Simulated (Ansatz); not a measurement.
Data sheet: SnGeO3 (DFT)

SnGeO3:
```cif
data_GeO3Sn
_chemical_formula_sum 'Ge1 Sn1 O3'
_space_group_name_H-M_alt 'P 1'
_space_group_IT_number 1
_cell_length_a 3.63236
_cell_length_b 3.63236
_cell_length_c 4.66668
_cell_angle_alpha 90.000
_cell_angle_beta 90.000
_cell_angle_gamma 90.000
loop_
_space_group_symop_operation_xyz
  'x, y, z'
loop_
_atom_site_label
_atom_site_type_symbol
_atom_site_fract_x
_atom_site_fract_y
_atom_site_fract_z
_atom_site_occupancy
Ge1 Ge 0.50000 0.50000 0.49386 1
Sn1 Sn 0.00000 0.00000 0.02647 1
O1 O 0.50000 0.50000 0.86767 1
O2 O 0.50000 0.00000 0.35900 1
O3 O 0.00000 0.50000 0.35900 1
```

Space group P4mm (No. 99); conventional cell a = 3.6324 Å, b = 3.6324 Å, c = 4.6667 Å, α = 90.00°, β = 90.00°, γ = 90.00°.

Method: PBEsol (plane waves, PAW; program Ansatz). The cell and atoms are relaxed at this level. Other levels are named where they apply.

**Cell and energy**

```
Property                                                          Value
-----------------------------------------------------  ----------------
Volume per atom                                                12.31 Å³
Density                                                      6.45 g/cm³
Formation energy from the elements (no fitted shifts)  -132 kJ/mol-atom
```

**Electronic structure**

```
Property                                                                     Value
------------------------------------  --------------------------------------------
Electronic character                                             metallic (no gap)
Density of states at the Fermi level  0.11 states/eV per atom (mean over ±0.08 eV)
Gap with spin–orbit coupling                                       none (metallic)
```

**Mechanics**

```
Item                                   Value
----------------------------------  --------
Bulk modulus (Birch–Murnaghan fit)  82.7 GPa
Pressure derivative B′                   5.3
```

**Phonons**

```
Property                                        Value
-----------------------------  ----------------------
Highest zone-centre frequency               695 cm^-1
Zone-centre stability          no imaginary mode at Γ
```

A made-up cell: these elements were put on the sites of a structure type; neither database checked (COD, Materials Project) lists it. Its standing as an ambient phase is unchecked. Symmetry was held in the PBEsol relaxation. As this level gives no gap, phonon frequencies hold no LO–TO term and depend on the k-mesh and smearing (Fermi–Dirac, 0.1 eV here). The references are the lowest solids computed at this level, not always the standard phases (solids in place of the gases). Scalar-relativistic: spin–orbit coupling is off unless named, which matters more the heavier the elements.

Potentials: the earlier of the program's two PAW sets. The files were generated under PBE; for other functionals the program regenerates the frozen cores, and for LDA and PBEsol the local potential too.
